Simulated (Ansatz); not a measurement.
**Stiffness of CoBi from strained cells**

```yaml
crystal:
  lattice:
    - [0.00000, 2.70033, 2.70033]
    - [2.70033, 0.00000, 2.70033]
    - [2.70033, 2.70033, 0.00000]
  atoms:
    - { symbol: Co, position: [0.00000, 0.00000, 0.00000] }
    - { symbol: Bi, position: [0.50000, 0.50000, 0.50000] }
```

Atom numbers follow the list: Co1, Bi2.

Conventional cell: a = 5.401 Å, b = 5.401 Å, c = 5.401 Å, α = 90.00°, β = 90.00°, γ = 90.00°. Co (atom 1) is surrounded by 6 Bi at 2.70 Å. Bi (atom 2) has 6 Co at 2.70 Å as nearest neighbours.

The structure comes from a relaxation in the same program, started in the rocksalt type, and has space group Fm-3m. Whether it is a known phase or the ground state wasn't checked.

Other magnetic orders may lie lower; this is the state that the run reached.

No spin–orbit coupling, which matters for the heavy atoms here.

All numbers below come from DFT, PBE, all-electron LAPW, scalar-relativistic in Ansatz 0.2.0.

The runs use a Γ-centred 13×13×13 k mesh, Fermi–Dirac smearing of 0.05 eV, basis error target 0.25 meV/atom, spin-polarised from start moments Co1 2 μB.

The unstrained cell is at 0.03 GPa. Large strains and very small stresses are left out. Each strain is applied once, with fractional coordinates held (clamped ions), and σ below is the change of stress, positive in tension. One finite strain gives stress–strain coefficients at this pressure with an error of the order of the strain times third-order constants, a few per cent for each per cent of strain. In a metal the k mesh adds noise of tens of per cent to soft shears.

Estimate the stiffness probed by this change, and the stress that it gives: z strained by -1 % at fixed volume.

σzz − σxx = -1.84 GPa and εzz − εxx = -0.0150, so C11 − C12 = (σzz − σxx)/(εzz − εxx) = 123 GPa.

Scaling the volume by 0.9750 and 1.0250 gives 2.34 GPa and -1.91 GPa. Combine this with the best C11 − C12 to estimate C11 and C12.

B = −ΔP/Δln V = 84.9 GPa = (C11 + 2 C12)/3; with C11 − C12 = 122.5 GPa, C11 = B + (2/3)(C11 − C12) = 167 GPa and C12 = B − (C11 − C12)/3 = 44 GPa.
